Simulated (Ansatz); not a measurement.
V (bcc, W type)

```
V
1.0
   -1.49869     1.49869     1.49869
    1.49869    -1.49869     1.49869
    1.49869     1.49869    -1.49869
V
1
Cartesian
  0.00000   0.00000   0.00000
```

Equation-of-state scan: isotropic scaling of the cell above, V₀ being its volume. Symmetry pins the atoms to their sites.

The numbers are results of PBE (plane waves to 420 eV, PAW, scalar-relativistic; Ansatz, an electronic-structure program), not measurements. k mesh 22×22×22 (Γ-centred), Fermi-Dirac smearing 0.05 eV. Energies are smeared free energies. Compression counts positive. The PAW data are Ansatz's earlier set. V is run without spin polarisation. V was relaxed with its symmetry unable to fall. The zero of ΔE is the relaxed starting cell. The last digit holds for this mesh only.

| V (Å³/atom) | ΔE (meV/atom) |
|---|---|
| 12.657 | 30.3 |
| 12.818 | 19.0 |
| 12.980 | 10.5 |
| 13.142 | withheld |
| 13.303 | 1.1 |
| 13.465 | 0.0 |
| 13.626 | 1.1 |
| 13.788 | 4.2 |
| 13.949 | 9.4 |
| 14.111 | 16.3 |
| 14.273 | 25.0 |

Fit a third-order Birch-Murnaghan form (E₀, V₀, B₀, B₀′ free) to the given rows and predict ΔE at V = 13.142.

Least squares on the 10 given rows: ΔE = E₀ + (9V₀B₀/16)·y²·[2 + (B₀′ − 4)y], y = (V₀/V)^(2/3) − 1, with V₀ = 13.464 Å³/atom, B₀ = 181.4 GPa (160.2 GPa = 1 eV/Å³; the term in eV is multiplied by 1000), B₀′ = 3.92, E₀ = 0.01 meV/atom; root-mean-square residual 0.03 meV/atom. At 13.142 the fit gives 4.5 meV/atom; the calculation gives 4.6 meV/atom, so the interpolation is off by -0.1 (-2.2 %). For the pressure the fit gives 4.6 GPa against the computed 4.6 GPa.

(A scan under strain: stresses follow from slopes of the energy per volume, elastic moduli from its curvatures.)
